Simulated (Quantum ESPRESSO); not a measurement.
## MgCa2ZnO4 (input and log of a self-consistent run)

Simulated, not a measurement. The program is pw.x of Quantum ESPRESSO 7.5 (plane-wave density functional theory). The cell is made up: 8 atoms on a rocksalt lattice, with randomly drawn elements, strain and displacements, not relaxed. PseudoDojo standard norm-conserving files (v0.5 for PBE, v0.4.1 for LDA and PBEsol) set the functional; there is no spin polarisation, spin-orbit coupling or dispersion term, and the masses in the input are unused placeholders.

Input:

```
&control calculation='scf', pseudo_dir='./dojo.nc.sr.pbe.v0_5.standard.upf', outdir='./o', disk_io='medium', tprnfor=.true., tstress=.true. /
&system ibrav=0, nat=8, ntyp=4, nbnd=43, ecutwfc=105.61755193, nosym=.true., tot_charge=0,
 occupations='smearing', smearing='fd', degauss=0.0018374661
/
&electrons conv_thr=7.350e-09, electron_maxstep=60, /
ATOMIC_SPECIES
Ca 1.0 Ca.upf
Mg 1.0 Mg.upf
O 1.0 O.upf
Zn 1.0 Zn.upf
CELL_PARAMETERS angstrom
4.5427 -0.0287 -0.0407
-0.0287 4.6254 0.0053
-0.0407 0.0053 4.651
ATOMIC_POSITIONS angstrom
Mg -0.0697 0.0608 0.0182
Ca -0.0812 2.2603 2.2741
Ca 2.2679 -0.0785 2.2686
Zn 2.2298 2.3755 -0.0326
O 2.206 0.0034 0.0647
O 2.1451 2.3076 2.3302
O 4.5249 0.0643 2.228
O 4.5829 2.2582 -0.0152
K_POINTS automatic
6 6 6 1 1 1
```

The log is shortened where brackets say so; the opening notice, blank lines, dates and the lines on written files are dropped, and the path of the files is cut. It prints rydbergs, bohrs and kilobars, and counts compression as positive stress.

```
     Program PWSCF v.7.5
     Parallel version (MPI & OpenMP), running on       1 processor cores
     Number of MPI processes:                 1
     Threads/MPI process:                     1
     [start-up lines left out]
     bravais-lattice index     =            0
     lattice parameter (alat)  =       8.5850  a.u.
     unit-cell volume          =     659.4087 (a.u.)^3
     number of atoms/cell      =            8
     number of atomic types    =            4
     number of electrons       =        74.00
     number of Kohn-Sham states=           43
     kinetic-energy cutoff     =     105.6176  Ry
     charge density cutoff     =     422.4702  Ry
     scf convergence threshold =      7.3E-09
     mixing beta               =       0.7000
     number of iterations used =            8  plain     mixing
     Exchange-correlation= PBE
                           (   1   4   3   4   0   0   0)
     [axes and pseudopotential details left out]
   Cartesian axes
     site n.     atom                  positions (alat units)
         1        Mg     tau(   1) = (  -0.0153424   0.0133833   0.0040062  )
         2        Ca     tau(   2) = (  -0.0178738   0.4975376   0.5005753  )
         3        Ca     tau(   3) = (   0.4992105  -0.0172794   0.4993646  )
         4        Zn     tau(   4) = (   0.4908240   0.5228955  -0.0071759  )
         5        O      tau(   5) = (   0.4855851   0.0007484   0.0142418  )
         6        O      tau(   6) = (   0.4721798   0.5079493   0.5129240  )
         7        O      tau(   7) = (   0.9960218   0.0141537   0.4904277  )
         8        O      tau(   8) = (   1.0087887   0.4970754  -0.0033458  )
     number of k points=   108  Fermi-Dirac smearing, width (Ry)=  0.0018
     Number of k-points >= 100: set verbosity='high' to print them.
     Dense  grid:    96713 G-vectors     FFT dimensions: (  60,  60,  60)
     Estimated max dynamical RAM per process >     131.59 MB
     Initial potential from superposition of free atoms
     starting charge      73.9892, renormalised to      74.0000
     Starting wfcs are   41 randomized atomic wfcs +    2 random wfcs
     total cpu time spent up to now is       23.4 secs
     per-process dynamical memory:    77.0 Mb
     Self-consistent Calculation
     iteration #  1     ecut=   105.62 Ry     beta= 0.70
     Davidson diagonalization with overlap
     ethr =  1.00E-02,  avg # of iterations =  7.1
     total cpu time spent up to now is      107.9 secs
     total energy              =    -823.64357454 Ry
     estimated scf accuracy    <       2.18864686 Ry
     iteration #  2     ecut=   105.62 Ry     beta= 0.70
     Davidson diagonalization with overlap
     ethr =  2.96E-03,  avg # of iterations =  4.2
     total cpu time spent up to now is      183.7 secs
     total energy              =    -823.90110241 Ry
     estimated scf accuracy    <       4.31592025 Ry
     iteration #  3     ecut=   105.62 Ry     beta= 0.70
     Davidson diagonalization with overlap
     ethr =  2.96E-03,  avg # of iterations =  3.6
     total cpu time spent up to now is      253.4 secs
     total energy              =    -824.72114002 Ry
     estimated scf accuracy    <       0.04862044 Ry
     iteration #  4     ecut=   105.62 Ry     beta= 0.70
     Davidson diagonalization with overlap
     ethr =  6.57E-05,  avg # of iterations =  9.1
     total cpu time spent up to now is      335.5 secs
     total energy              =    -824.74252012 Ry
     estimated scf accuracy    <       0.05055127 Ry
     iteration #  5     ecut=   105.62 Ry     beta= 0.70
     Davidson diagonalization with overlap
     ethr =  6.57E-05,  avg # of iterations =  2.0
     total cpu time spent up to now is      391.2 secs
     total energy              =    -824.74889433 Ry
     estimated scf accuracy    <       0.00313824 Ry
     [iterations 6 to 7 left out]
     iteration #  8     ecut=   105.62 Ry     beta= 0.70
     Davidson diagonalization with overlap
     ethr =  1.69E-07,  avg # of iterations =  2.0
     total cpu time spent up to now is      591.9 secs
     total energy              =    -824.74966744 Ry
     estimated scf accuracy    <       0.00001562 Ry
     iteration #  9     ecut=   105.62 Ry     beta= 0.70
     Davidson diagonalization with overlap
     ethr =  2.11E-08,  avg # of iterations =  3.0
     total cpu time spent up to now is      651.1 secs
     total energy              =    -824.74967044 Ry
     estimated scf accuracy    <       0.00000071 Ry
     iteration # 10     ecut=   105.62 Ry     beta= 0.70
     Davidson diagonalization with overlap
     ethr =  9.55E-10,  avg # of iterations =  4.6
     total cpu time spent up to now is      730.1 secs
     total energy              =    -824.74967079 Ry
     estimated scf accuracy    <       0.00000022 Ry
     iteration # 11     ecut=   105.62 Ry     beta= 0.70
     Davidson diagonalization with overlap
     ethr =  2.97E-10,  avg # of iterations =  2.0
     total cpu time spent up to now is      785.1 secs
     total energy              =    -824.74967082 Ry
     estimated scf accuracy    <          9.2E-09 Ry
     iteration # 12     ecut=   105.62 Ry     beta= 0.70
     Davidson diagonalization with overlap
     ethr =  1.25E-11,  avg # of iterations =  4.3
     total cpu time spent up to now is      856.7 secs
     End of self-consistent calculation
     [lines on levels left out]
!    total energy              =    -824.74967083 Ry
     estimated scf accuracy    <          2.0E-09 Ry
     smearing contrib. (-TS)   =      -0.00000000 Ry
     internal energy E=F+TS    =    -824.74967083 Ry
     The total energy is F=E-TS. E is the sum of the following terms:
     one-electron contribution =    -462.10922446 Ry
     hartree contribution      =     260.37417740 Ry
     xc contribution           =    -124.24279501 Ry
     ewald contribution        =    -498.77182876 Ry
     convergence has been achieved in  12 iterations
     Forces acting on atoms (cartesian axes, Ry/au):
     atom    1 type  2   force =     0.01768572    0.00173807    0.00221897
     atom    2 type  1   force =     0.00201023    0.03368233    0.02216772
     atom    3 type  1   force =    -0.02355661    0.02532294    0.02972405
     atom    4 type  4   force =    -0.01394439   -0.00643304   -0.00521203
     atom    5 type  3   force =     0.01691076   -0.00956125   -0.04116351
     atom    6 type  3   force =     0.02903452   -0.00762881    0.00771181
     atom    7 type  3   force =    -0.01082214   -0.04313573    0.00592033
     atom    8 type  3   force =    -0.01731808    0.00601549   -0.02136734
     Total force =     0.100655     Total SCF correction =     0.000094
     Computing stress (Cartesian axis) and pressure
          total   stress  (Ry/bohr**3)                   (kbar)     P=        5.55
   0.00010886   0.00007694   0.00009719           16.01       11.32       14.30
   0.00007694   0.00006047  -0.00002207           11.32        8.89       -3.25
   0.00009719  -0.00002207  -0.00005604           14.30       -3.25       -8.24
     init_run     :     21.35s CPU     23.33s WALL (       1 calls)
     electrons    :    825.83s CPU    833.30s WALL (       1 calls)
     forces       :     13.86s CPU     14.01s WALL (       1 calls)
     stress       :     46.09s CPU     46.30s WALL (       1 calls)
     [timing details left out]
     PWSCF        :  15m 7.52s CPU  15m17.78s WALL
     JOB DONE.
```

In other units: free energy -11221.291 eV for the cell, pressure 0.56 GPa, largest force component 1.109 eV/Å. This run is the check on a run of the same cell at 1143 eV and a 4 x 4 x 4 mesh: rerunning at 1437 eV and a 6 x 6 x 6 mesh moved values by no more than 0.002 eV in energy, 0.04 GPa in stress and 0.003 eV/Å in force.